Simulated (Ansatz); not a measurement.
Starting cell, Au (fcc, Cu type):

```
CELL_PARAMETERS angstrom
      4.15718     0.00000     0.00000
      0.00000     4.15718     0.00000
      0.00000     0.00000     4.15718
ATOMIC_POSITIONS crystal
  Au 0.00000 0.00000 0.00000
  Au 0.50000 0.50000 0.00000
  Au 0.50000 0.00000 0.50000
  Au 0.00000 0.50000 0.50000
```

In this cell atom 3 (Au, nearest neighbour Au at 2.940 Å; its periodic images, 4.2 Å or more away, move with it) is moved by s along Cartesian z, unit vector (0.000, 0.000, 1.000); all other atoms and the cell stay fixed.

These are PBE (plane waves to 420 eV, PAW, scalar-relativistic; Ansatz, a quantum-chemistry and plane-wave program) values and carry that method's errors. k mesh 9×9×9 (Γ-centred), Fermi-Dirac smearing 0.05 eV. The energy includes the smearing's −TS. With partly filled bands, energies and forces of such displacements shift with the k mesh and the smearing. Au was relaxed with its symmetry unable to fall. Spin-orbit coupling is left out, though Au is heavy. ΔE is measured from the undisplaced structure. The last digit holds for this mesh only.

| s (Å) | ΔE (meV/cell) |
|---|---|
| -0.290 | 238.9 |
| -0.232 | 149.8 |
| -0.174 | 82.9 |
| -0.116 | withheld |
| -0.058 | 9.0 |
| 0.000 | 0.0 |
| 0.058 | 9.0 |
| 0.116 | withheld |
| 0.174 | 82.9 |
| 0.232 | 149.8 |
| 0.290 | 238.9 |

Task: Fit an even polynomial form (powers 2, 4) to the given rows and predict ΔE at s = 0.116.

Result: Least squares on the 9 given rows: ΔE = (2680)·s² + (1905)·s⁴, in meV/cell with s in Å; root-mean-square residual 0.03 meV/cell. At 0.116 the fit gives 36.4 meV/cell; the calculation gives 36.4 meV/cell, the same to the digits shown. The quadratic term alone would give 36.1 meV/cell.

(A displaced cell: forces are minus the slopes of the energy, force constants its curvatures, and phonons follow from these.)
